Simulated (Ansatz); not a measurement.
HgIBr in space group Cmc2_1 (No. 36; Hg on 4a, I on 4a, Br on 4a), r²SCAN+D4 in the plane-wave PAW code Ansatz. The conduction-band minimum lies at Γ, with 1 equivalent valley. Second derivatives d²E/dk² of the lowest band at one valley (eV·Å²), along Cartesian directions:

```json
[
 {"direction": "[100]", "d²E/dk²": "12.57"},
 {"direction": "[010]", "d²E/dk²": "19.66"},
 {"direction": "[001]", "d²E/dk²": "24.04"},
 {"direction": "[110]", "d²E/dk²": "16.12"},
 {"direction": "[101]", "d²E/dk²": "18.31"},
 {"direction": "[011]", "d²E/dk²": "21.85"}
]
```

Problem. Find the principal effective masses, the density-of-states mass and the conductivity mass.

Solution. Off-diagonal terms follow from H_xy = H[110] − (H_xx + H_yy)/2, and m*/mₑ = 7.620 eV·Å² over each eigenvalue: 0.32, 0.39, 0.61. One valley's DOS mass (m₁m₂m₃)^(1/3) = 0.42, conductivity mass 3/(Σ 1/mᵢ) = 0.41 mₑ.

Problem. What effective density of states Nc follows at 300 K for parabolic valleys?

Solution. Nc = 2.509e19 × 1 × (0.42)^(3/2) ≈ 6.8e18 cm⁻³.

The first step of the workflow began from a Materials Project structure, measured or hypothetical; the Crystallography Open Database copy checked does not list it. Whether it is the stable phase at ambient conditions was not checked. The cell was relaxed with r²SCAN+D4 under the symmetry of its start; whether a distortion lowers the energy is not shown. Spin–orbit coupling is left out wherever it is not named.

Potentials: the later of the program's two PAW sets.

Edges and masses are those of Kohn–Sham bands, whose gap is no quasiparticle gap.
